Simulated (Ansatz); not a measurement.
**Property card for Os**

Os:
Space group Fd-3m, origin choice 1 (No. 227); a = 5.5555 Å, b = 5.5555 Å, c = 5.5555 Å, α = 90.00°, β = 90.00°, γ = 90.00°

| atom | site | symmetry | x | y | z |
|---|---|---|---|---|---|
| Os | 8b | -43m | 0.5000 | 0.5000 | 0.5000 |
(The calculation used a cell of 2 atoms; values per cell refer to that cell.)

Space group Fd-3m (No. 227), diamond; conventional cell a = 5.555 Å, b = 5.555 Å, c = 5.555 Å, α = 90.00°, β = 90.00°, γ = 90.00°.

Method: PBE in the plane-wave PAW code Ansatz. Structure relaxed to zero pressure with the same functional. Other levels are named where they apply.

**Cell and energy**

```yaml
volume_per_atom: 21.43 Å³
density: 14.74 g/cm³
```

**Electronic structure**

```yaml
electronic_character: metallic (no gap)
Density of states at the Fermi level: 0.80 states/eV per atom (mean over ±0.08 eV)
Gap with spin–orbit coupling: none (metallic)
```

**Mechanics**

```yaml
Bulk modulus (Birch–Murnaghan fit): 205 GPa
Pressure derivative B′: 4.6
Elastic constants (relaxed ions, GPa): C11 = 214, C12 = 201, C44 = 11.6
mechanical_stability: stable (all eigenvalues of C positive)
hill_bulk_and_shear_moduli: 205 and 9.4 GPa
Young's modulus: 27.7 GPa
Poisson's ratio: 0.48
debye_temperature_from_the_elastic_constants: 97.6 K
```

**Phonons**

```yaml
highest_zone_centre_frequency: 236 cm^-1
zone_centre_stability: no imaginary mode at Γ
```

A made-up cell: these elements were put on the sites of a structure type; neither database checked (COD, Materials Project) lists it. It is not the phase usual at ambient conditions (space group No. 194). The cell was relaxed with PBE under the symmetry of its start. The run is not spin-polarised. As this level gives no gap, shear constants depend on the k-mesh and smearing (Fermi–Dirac, 0.1 eV here). As this level gives no gap, phonon frequencies hold no LO–TO term and depend on the k-mesh and smearing (Fermi–Dirac, 0.1 eV here). Scalar-relativistic: spin–orbit coupling is off unless named, which matters more the heavier the elements.

Potentials: the later of the program's two PAW sets.
